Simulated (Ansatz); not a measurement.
Sr₂HN:
```
Sr2HN
1.0
    1.88306     1.08719     6.24328
   -1.88306     1.08719     6.24328
    0.00000    -2.17437     6.24328
Sr H N
2 1 1
Direct
  0.76096   0.76096   0.76096
  0.23904   0.23904   0.23904
  0.00000   0.00000   0.00000
  0.50000   0.50000   0.50000
```

This is the PBEsol-relaxed structure.

All from PBEsol in the plane-wave PAW code Ansatz, unless another level is named. Predict the electronic dielectric constant ε∞ (DFPT).

5.89 (xx = yy), 5.63 (zz).

Predict the Born charges (a third of the trace).

Sr +2.22, H -1.21, N -3.22 e.

And the Bader charges?

Sr +1.32, H -0.76, N -1.87 e.

Space group R-3m. The first step of the workflow began from a Materials Project structure, measured or hypothetical; the Crystallography Open Database copy checked does not list it. Whether it is the stable phase at ambient conditions was not checked. The PBEsol relaxation kept the symmetry of its start; whether a distortion lowers the energy is not shown. Spin–orbit coupling is left out wherever it is not named.

Potentials: the later of the program's two PAW sets.
